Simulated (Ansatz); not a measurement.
Put Mg3Se in Immm (No. 71): Mg on 4j and 2c; Se on 2b.

Computed with Ansatz, DFT PBE, scalar-relativistic, plane waves, PAW. Cutoff 420 eV, Γ-centred mesh, Gaussian smearing, no spin polarisation.

Energies over the elements count from the elements' standard structures at the same level, with no fitted energy shifts.

**Question.** Give the relaxed lattice parameters and positions.

**Answer.**

Space group Immm (No. 71). a = 3.705 Å, b = 5.173 Å, c = 10.931 Å, α = 90.00°, β = 90.00°, γ = 90.00°
```json
{"atom": "Mg", "site": "4j", "symmetry": "mm2", "x": "0.0000", "y": "0.5000", "z": "0.7340"}
{"atom": "Mg", "site": "2c", "symmetry": "mmm", "x": "0.5000", "y": "0.5000", "z": "0.0000"}
{"atom": "Se", "site": "2b", "symmetry": "mmm", "x": "0.5000", "y": "0.0000", "z": "0.0000"}
```

Mg on a site of symmetry mm2 has 1 Se at 2.56 Å, 4 Mg at 3.20 Å and 6 Mg at 3.45–3.71 Å; around Mg on a site of symmetry mmm lie 2 Se at 2.59 Å and 10 Mg at 3.45–3.71 Å; around Se lie 4 Mg at 2.56–2.59 Å. Another local minimum with the same sites may exist.

**Question.** And its energy and gap?

**Answer.** The formation energy is −0.21 eV/atom. The gap on the 16×16×16 mesh of the 4-atom cell is 0 eV (a metal). It lies below the elements, which doesn't yet make it stable against other compounds or structures.

The last run used Gaussian smearing of 0.10 eV. The reference form of Se is held partly by dispersion forces, which this level lacks. A structure relaxed within its symmetry needn't be a true minimum.
